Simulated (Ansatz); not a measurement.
BaTiO3:
```yaml
crystal:
  lattice:
    - [2.84031, 1.63986, 2.33133]
    - [-2.84031, 1.63986, 2.33133]
    - [0.00000, -3.27971, 2.33133]
  atoms:
    - { symbol: Ba, position: [0.00124, 0.00124, 0.00124] }
    - { symbol: Ti, position: [0.51468, 0.51468, 0.51468] }
    - { symbol: O, position: [0.48825, 0.97868, 0.48825] }
    - { symbol: O, position: [0.48825, 0.48825, 0.97868] }
    - { symbol: O, position: [0.97868, 0.48825, 0.48825] }
```

Relaxed with r²SCAN.

Question: Give the Bader charges and basin volumes of the independent atoms, plane-wave PAW r²SCAN (Ansatz code).

Answer: 

```tsv
atom	Bader charge (e)	Bader volume (Å³)
Ba1	+1.58	20.6
Ti2	+2.29	7.1
O3	-1.29	12.5
```

Space group R3m. This is a known low-temperature phase of the composition, computed here at zero pressure and temperature. Symmetry was held in the r²SCAN relaxation; its stability against distortions is not shown here. The run is not spin-polarised. Spin–orbit coupling is left out wherever it is not named.

Potentials: the earlier of the program's two PAW sets.
